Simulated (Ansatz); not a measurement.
Relaxed-ion elastic tensor of Zr (hcp (Mg type), space group No. 194) in GPa (Voigt order), r²SCAN+D4 in the plane-wave PAW code Ansatz; density 6.47 g/cm³, 23.41 Å³ per atom.

```
 147  71.5  63.2   0.0   0.0   0.0
71.5   147  63.2   0.0   0.0   0.0
63.2  63.2   170   0.0   0.0   0.0
 0.0   0.0   0.0  31.4   0.0   0.0
 0.0   0.0   0.0   0.0  31.4   0.0
 0.0   0.0   0.0   0.0   0.0  37.6
```

Task: Is the crystal mechanically stable?

Result: Yes: the smallest eigenvalue of C is 31.4 GPa.

Task: Work out the Voigt, Reuss and Hill averages.

Result: K_V = 95.5, K_R = 95.3, K_H = 95.4; G_V = 37.8, G_R = 36.6, G_H = 37.2 GPa.

Task: Give Young's modulus, Poisson's ratio, Pugh's ratio and the universal anisotropy index.

Result: E = 9KG/(3K + G) = 98.7 GPa; ν = 0.33; K/G = 2.57 (ductile by the Pugh limit of 1.75); A_U = 5G_V/G_R + K_V/K_R − 6 = 0.16.

Task: Estimate the sound speeds and the Debye temperature.

Result: v_l = √((K + 4G/3)/ρ) = 4730 m/s, v_t = √(G/ρ) = 2400 m/s, mean 2690 m/s; Θ = (h/k)(3n/4πV)^(1/3) v_m = 280 K.

Task: Solve the Christoffel equation for the three sound speeds along x, y, z.

Result: Eigenvalues of C_ijkl n_j n_l equal ρv². In km/s, slowest first: x 2.20, 2.41, 4.76; y 2.20, 2.41, 4.76; z 2.20, 2.20, 5.13.

Task: How much does each axis shrink under pressure?

Result: Linear compressibilities β_i = Σ_j S_ij (j = 1 to 3): x 3.7, y 3.7, z 3.1 per TPa.

Space group P6_3/mmc (hcp (Mg type)). The r²SCAN+D4 relaxation kept the symmetry of its start. The run is not spin-polarised. The pairwise dispersion correction was not fitted to metals. As this level gives no gap, shear constants depend on the k-mesh and smearing (Fermi–Dirac, 0.1 eV here).

Potentials: the later of the program's two PAW sets.
